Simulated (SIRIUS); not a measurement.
Worked example: self-consistent single point of Si2W (I4/mmm, 6 atoms in the cell; from Materials Project mp-1620, changed as shown) in SIRIUS.

Level of theory: PBE, PseudoDojo 0.5 standard norm-conserving PBE (tails mended) pseudopotentials (plane waves; SIRIUS).

The change in words: lattice scaled by 0.98. Reference geometry (I4/mmm):
```
Si2W
1.0
    3.23370     0.00000     0.00000
    0.00000     3.23370     0.00000
    0.00000     0.00000     7.84809
Si W
4 2
Cartesian
  0.00000   0.00000   2.62903
  1.61685   1.61685   1.29501
  1.61685   1.61685   6.55308
  0.00000   0.00000   5.21906
  0.00000   0.00000   0.00000
  1.61685   1.61685   3.92405
```

Reference input (self-consistent single point, DFT, PBE, plane waves, PseudoDojo 0.5 standard norm-conserving PBE (tails mended) pseudopotentials): parameters.ngridk = 12 12 5; parameters.xc_functionals = [XC_GGA_X_PBE, XC_GGA_C_PBE]; parameters.gk_cutoff = 8.602 1/bohr; parameters.pw_cutoff = 17.205 1/bohr; parameters.smearing = fermi_dirac; parameters.smearing_width = 0.00183747 Ha; potentials = PseudoDojo 0.5 standard norm-conserving PBE (tails mended) pseudopotentials; parameters.electronic_structure_method = pseudopotential; parameters.num_bands = 26; parameters.num_mag_dims = 0; parameters.num_dft_iter = 100; parameters.energy_tol = 1e-07 Ha. This run's input differs from it in these lines:

```diff
@@ -32,7 +32,7 @@
     "lattice_vectors": [
-      [0.9999999509, 0.0, 0.0],
-      [0.0, 0.9999999509, 0.0],
-      [0.0, 0.0, 2.4269718575]
+      [0.9999999253, 0.0, 0.0],
+      [0.0, 0.9999999253, 0.0],
+      [0.0, 0.0, 2.4269717908]
     ],
-    "lattice_vectors_scale": 6.110802,
+    "lattice_vectors_scale": 5.988586,
     "atom_coordinate_units": "A",
@@ -45,6 +45,6 @@
       "Si": [
-        [0.0, 0.0, 2.6290323391],
-        [1.6168485, 1.6168485, 1.2950136609],
-        [1.6168485, 1.6168485, 6.5530783391],
-        [0.0, 0.0, 5.2190596609]
+        [0.0, 0.0, 2.5764516387],
+        [1.5845115, 1.5845115, 1.2691133613],
+        [1.5845115, 1.5845115, 6.4220166387],
+        [0.0, 0.0, 5.1146783613]
       ],
@@ -52,3 +52,3 @@
         [0.0, 0.0, 0.0],
-        [1.6168485, 1.6168485, 3.924046]
+        [1.5845115, 1.5845115, 3.845565]
       ]
```

Output (repeated stretches shortened):

```
[find] density tolerance         : 1e-06
[find] total energy tolerance    : 1e-07
[find] iter_solver_tol (initial) : 0.01
[find] iter_solver_tol (target)  : 1e-13
[find] num_dft_iter              : 100
Charges and magnetic moments
--------------------------------------------------------------------------------
total charge          : 44.000000
[find] | SCF iteration   0 out of 100|
[diagonalize] iterative solver tolerance (occupied, empty): 0.01 0.01
[diagonalize] average number of iterations: 2.02381
[find] Charges and magnetic moments
[find] total charge          : 44.000000
[find] Energy
   [... lines left out ...]

[find] Charges and magnetic moments
[find] total charge          : 44.000000
[find] Energy
[find] smearing (-TS)                 :      -0.00013992
[find] Total energy                   :    -168.69697867 (Ha),    -337.39395734 (Ry)
[find] Free energy (E-TS)             :    -168.69711859 (Ha),    -337.39423718 (Ry)
[find] band gap (eV)                  :       0.00000000
[find] Efermi                         :       0.65015363
[find] iteration : 27, RMS (target) : 9.1877e-07 (1.0000e-06) , energy difference (target) : 1.1002e-09 (1.0000e-07)
[find] bands are converged : false
[find] iterative solver converged : false
[find] converged after 28 SCF iterations!
[find] Charges and magnetic moments
[find] total charge          : 44.000000
[find] Energy
[find] smearing (-TS)                 :      -0.00013992
[find] Total energy                   :    -168.69697867 (Ha),    -337.39395734 (Ry)
[find] Free energy (E-TS)             :    -168.69711859 (Ha),    -337.39423718 (Ry)
[find] band gap (eV)                  :       0.00000000
[find] Efermi                         :       0.65015363
[ground_state] === stress tensor components [kbar] ===
[ground_state] === stress_total ===
[ground_state]  -141.410259    0.000000    0.000000
[ground_state]     0.000000 -141.410259   -0.000000
[ground_state]     0.000000   -0.000000 -179.513419
[ground_state] ==== total Forces in Ha/bohr =====
[ground_state] atom:    0, force:       0.0000000     -0.0000000     -0.0046729
[ground_state] atom:    1, force:       0.0000000      0.0000000      0.0046729
[ground_state] atom:    2, force:       0.0000000     -0.0000000     -0.0046729
[ground_state] atom:    3, force:       0.0000000      0.0000000      0.0046729
[ground_state] atom:    4, force:       0.0000000      0.0000000      0.0000000
[ground_state] atom:    5, force:       0.0000000      0.0000000      0.0000000
```

The run converged in 28 iterations. SIRIUS prints the stress tensor with tension positive. Against the reference run the free energy goes up by 37.1 meV/atom, the pressure goes from 0.11 to 15.41 GPa and the largest force goes from 0.065 to 0.240 eV/Å.

The structure comes from a collection of computed structures, made at another level of theory; the collection holds predicted forms beside known ones. Its lattice was then scaled.

Cost on one core: roughly 6 core-minutes.

The gap that the log prints is read on the run's mesh, which can miss the band edges or a crossing.

“Tails mended”: in these copies of the files the far tail of each local potential was reset to the Coulomb form.
